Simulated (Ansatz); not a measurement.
Values for one crystal, relaxed and computed with the program Ansatz at the PBEsol level (PAW); other levels are named.

| Quantity | Result |
|---|---|
| Volume per atom | 14.55 Å³ |
| Electronic character | metallic (no gap) |
| Gap with spin–orbit coupling | none (metallic) |
| Pressure derivative B′ | 5.0 |
| Density of states at the Fermi level | 3.4 states/eV per atom (mean over ±0.08 eV) |
| Bulk modulus (Birch–Murnaghan fit) | 343 GPa |
| Mechanical stability | unstable (C has a negative eigenvalue) |

Task: Which of these materials gives this?
(A) Al, bcc (W type)
(B) Ir, bcc (W type)
(C) V, bcc (W type)
(D) Ti, diamond

Result: B, Ir, bcc (W type)

Space group Im-3m (bcc (W type)). The start of the workflow was typed in or built on a structure type; neither database checked (COD, Materials Project) lists it. It is not the phase usual at ambient conditions (space group No. 225). The PBEsol relaxation kept the symmetry of its start. The run is not spin-polarised. On the denser mesh and wider smearing of the elastic run this cell carries a stress of 0.6 GPa. Scalar-relativistic: spin–orbit coupling is off unless named, which matters more the heavier the elements.

Potentials: the later of the program's two PAW sets.
